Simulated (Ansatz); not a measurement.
Relaxed RuB₂ (space group Pmmn):

```
CELL_PARAMETERS angstrom
      5.66097     0.00000     0.00000
      2.83048     4.59779     0.00000
      0.00000     0.00000     4.00003
ATOMIC_POSITIONS crystal
  B  0.59792 0.80416 0.36289
  B  0.09792 0.80416 0.36289
  B  0.90208 0.19584 0.36289
  B  0.40208 0.19584 0.36289
  B  0.90208 0.69584 0.63711
  B  0.40208 0.69584 0.63711
  B  0.09792 0.30416 0.63711
  B  0.59792 0.30416 0.63711
  Ru 0.00000 0.00000 0.84890
  Ru 0.50000 0.00000 0.84890
  Ru 0.00000 0.50000 0.15110
  Ru 0.50000 0.50000 0.15110
```

The atoms are displaced by Q × the pattern below (from a DFPT mode at S = (0.5, 0.5, 0.0), largest move 1; Q in Å), at fixed cell. It is one choice among 2 degenerate patterns. (q is in reciprocal vectors of the primitive cell; the cell shown is doubled to hold the pattern.)

```json
[
 {"atom": "B1", "x": "-0.218", "y": "-0.138", "z": "-0.058"},
 {"atom": "B2", "x": "0.218", "y": "0.138", "z": "0.058"},
 {"atom": "B3", "x": "-0.218", "y": "-0.138", "z": "0.058"},
 {"atom": "B4", "x": "0.218", "y": "0.138", "z": "-0.058"},
 {"atom": "B5", "x": "0.033", "y": "0.922", "z": "0.386"},
 {"atom": "B6", "x": "-0.033", "y": "-0.922", "z": "-0.386"},
 {"atom": "B7", "x": "-0.033", "y": "-0.922", "z": "0.386"},
 {"atom": "B8", "x": "0.033", "y": "0.922", "z": "-0.386"},
 {"atom": "Ru9", "x": "0.000", "y": "0.000", "z": "-0.006"},
 {"atom": "Ru10", "x": "0.000", "y": "0.000", "z": "0.006"},
 {"atom": "Ru11", "x": "0.000", "y": "0.000", "z": "-0.038"},
 {"atom": "Ru12", "x": "0.000", "y": "0.000", "z": "0.038"}
]
```

Method: LDA (plane waves to 420 eV, PAW, scalar-relativistic; Ansatz, a first-principles code). k mesh 10×10×12 (Γ-centred), Fermi-Dirac smearing 0.05 eV. With partly filled bands, energies and forces of such displacements shift with the k mesh and the smearing. RuB2 is run without spin polarisation. RuB2 was relaxed with its symmetry unable to fall. 

```tsv
Q (Å)	−dE/dQ from forces (eV/Å)
-0.280	45.492
-0.233	32.243
-0.187	22.403
-0.140	14.939
-0.093	9.093
-0.047	4.284
0.000	0.000
0.047	-4.284
0.093	-9.093
0.140	-14.939
0.187	-22.403
0.233	-32.243
0.280	-45.492
```

### Question
What harmonic wavenumber does the curvature at Q = 0 give?

### Answer
725 cm⁻¹. E″ = 89.93 eV/Å², M = Σ mᵢ|uᵢ|² = 46.6 u, ν̃ = 521.5·√(|E″|/M).

(For displaced atoms, the force is minus the slope of the energy, and its curvature is a force constant, which sets phonon frequencies.)
